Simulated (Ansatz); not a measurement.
CaO (rock salt, space group No. 225), LDA (plane waves, PAW; program Ansatz). The conduction-band minimum lies at X, with 3 equivalent valleys. Second derivatives d²E/dk² of the lowest band at one valley (eV·Å²), along Cartesian directions:

```tsv
direction	d²E/dk²
[100]	5.529
[010]	18.82
[001]	18.82
[110]	12.17
[101]	12.17
[011]	18.81
```

**Question.** Find the principal effective masses, the density-of-states mass and the conductivity mass.

**Answer.** Off-diagonal terms follow from H_xy = H[110] − (H_xx + H_yy)/2, and m*/mₑ = 7.620 eV·Å² over each eigenvalue: 0.40, 0.41, 1.4. One valley's DOS mass (m₁m₂m₃)^(1/3) = 0.61, conductivity mass 3/(Σ 1/mᵢ) = 0.53 mₑ.

**Question.** What effective density of states Nc follows at 300 K for parabolic valleys?

**Answer.** Nc = 2.509e19 × 3 × (0.61)^(3/2) ≈ 3.6e19 cm⁻³.

**Question.** With the computed static dielectric constant 14.9 (mean of the diagonal), estimate a hydrogenic donor's binding energy and radius.

**Answer.** E = 13.606 eV × 0.53/14.9² ≈ 32 meV; a = 0.529 Å × ε/m* ≈ 15 Å. Semilocal masses tend to be too small when the gap is underestimated.

**Question.** With ε∞ = 3.88 and ω_LO = 569 cm⁻¹, what Fröhlich coupling constant follows?

**Answer.** α = (1/ε∞ − 1/ε0) √(m* × 13.606 eV/ħω_LO) = 1.9.

Space group Fm-3m (rock salt). The LDA relaxation kept the symmetry of its start.

Potentials: the earlier of the program's two PAW sets. The files were generated under PBE; for other functionals the program regenerates the frozen cores, and for LDA and PBEsol the local potential too.
